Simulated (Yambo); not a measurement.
```
ZnSe
1.0
    0.00000     2.83049     2.83049
    2.83049     0.00000     2.83049
    2.83049     2.83049     0.00000
Zn Se
1 1
Cartesian
  0.00000   0.00000   0.00000
  1.41525   1.41525   1.41525
```

ZnSe (zinc blende, space group F-43m, No. 216) under isotropic strain of +0.5 % on all lattice vectors: mean Im ε in 1 eV windows above the direct gap of 2.12 eV, for different electron-hole kernels (Yambo, broadening 0.15 eV, norm-conserving PBE (stringent potentials; Quantum ESPRESSO, 104 Ry, no spin-orbit coupling) bands; 8×8×8 mesh, 3 valence and 1 conduction bands, static screening with 36 bands and a 4 Ry block, scissor 0.81 eV, Tamm-Dancoff; field along x).

```
window (eV)  independent quasiparticles  BSE
-----------  --------------------------  ---
2.1 to 3.1                          1.3  2.6
3.1 to 4.1                          3.8  7.3
4.1 to 5.1                          6.2  7.4
5.1 to 6.1                          8.3  7.5
```

This run doesn't resolve bound excitons or single peaks, so only averages are given, and they too depend on the mesh; weight that the attraction moves below the gap isn't listed. All transitions below 6.11 eV are in the band window. The scissor comes from a G0W0 run whose convergence isn't established.

Spin-orbit splittings are left out.

Geometry strained from the cell relaxed with PBEsol, atoms relaxed again.
